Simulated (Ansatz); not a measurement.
67Zn nuclear quadrupole resonance in ZnH₄C₂O₆

Cell: a computed structure from the Materials Project (it need not be an observed phase).

Space group C2/c (No. 15); a = 12.2313, b = 5.5134, c = 9.7807 Å, β = 127.46°.

| site | Wyckoff | site symmetry | x | y | z |
| --- | --- | --- | --- | --- | --- |
| Zn | 4e | 2 | 0.5000 | 0.0733 | 0.2500 |
| H3 | 8f | 1 | 0.7590 | 0.1144 | 0.3491 |
| H5 | 8f | 1 | 0.6564 | 0.1490 | 0.1430 |
| C | 8f | 1 | 0.4489 | 0.5744 | 0.1495 |
| O15 | 8f | 1 | 0.3297 | 0.9377 | 0.7588 |
| O16 | 8f | 1 | 0.4095 | 0.3700 | 0.0743 |
| O21 | 8f | 1 | 0.5880 | 0.7786 | 0.4249 |

One atom of each set is listed; the run and its k-mesh use a cell of 26 atoms with edges of 6.71, 6.71, 9.78 Å.

The numbers come from a DFT calculation in Ansatz (PBE, plane waves and PAW, scalar-relativistic, 420 eV cutoff, Γ-centred 6×6×4 k-points, Fermi–Dirac smearing 0.05 eV).

67Zn: I = 5/2, Q = 122.0 mb (year-2017 value). Static lattice, zero field.

Problem. At which frequencies do the 67Zn NQR lines lie?

Solution. For I = 5/2 and η = 0 the lines are 3|C_Q|/20 and twice that; η pulls their ratio below 2. At large η the states mix, and weaker lines appear at sums of the main ones; lines under 5 % of the strongest are left out.

```csv
site,atoms,V_zz (10²¹ V/m²),C_Q (MHz),η,line frequencies (MHz)
Zn,2,3.54,10.4,0.72,"2.28, 2.89, 5.18"
```

The largest force is 0.3 eV/Å, so the atoms aren't at the calculated equilibrium and relaxing them would move these values.
